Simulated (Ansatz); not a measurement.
The elements of this relaxed trial crystal are hidden behind letters.

```
lattice vectors (Å)
   4.8929    0.0000    0.0000
   0.0000    4.8929    0.0000
   0.0000    0.0000    4.8929
fractional positions
X 0.0000 0.0000 0.0000
Z 0.5000 0.5000 0.5000
Q 0.0000 0.5000 0.5000
Q 0.5000 0.0000 0.5000
Q 0.5000 0.5000 0.0000
```

Theory: Ansatz, DFT PBE, scalar-relativistic, plane waves, PAW. Cutoff 420 eV, Γ-centred 8×8×8 mesh (5-atom cell), Gaussian smearing of 0.10 eV, no spin polarisation.

```
Space group                              : Pm-3m (No. 221)
Conventional cell                        : a = 4.893 Å
Volume per atom                          : 23.43 Å³
Density                                  : 5.00 g/cm³
Energy over the elements                 : −0.80 eV/atom
Gap on the 8×8×8 mesh of the 5-atom cell : 0 eV (a metal)
```

Energies are uncorrected and count from the elements' standard states at the same level.

Problem. X is a d-block element of period 5, Z is a p-block element of period 3 and Q is a p-block element of period 4. Which elements are they?

Solution. X = Y, Z = Al, Q = Se, so the formula is YAlSe3, here in the cubic perovskite type. Density times volume gives a mean mass of 5.00 × 23.43/1.6605 = 70.6 u per atom, and this set has 70.6 u. Y is surrounded by 12 Se at 3.46 Å; Al has 6 Se at 2.45 Å; Se is surrounded by 2 Al at 2.45 Å, 4 Y at 3.46 Å and 8 Se at 3.46 Å. Other sets within the hints have nearly the same mass, so mass alone doesn't settle it; this one was computed.

A structure relaxed within its symmetry needn't be a true minimum.
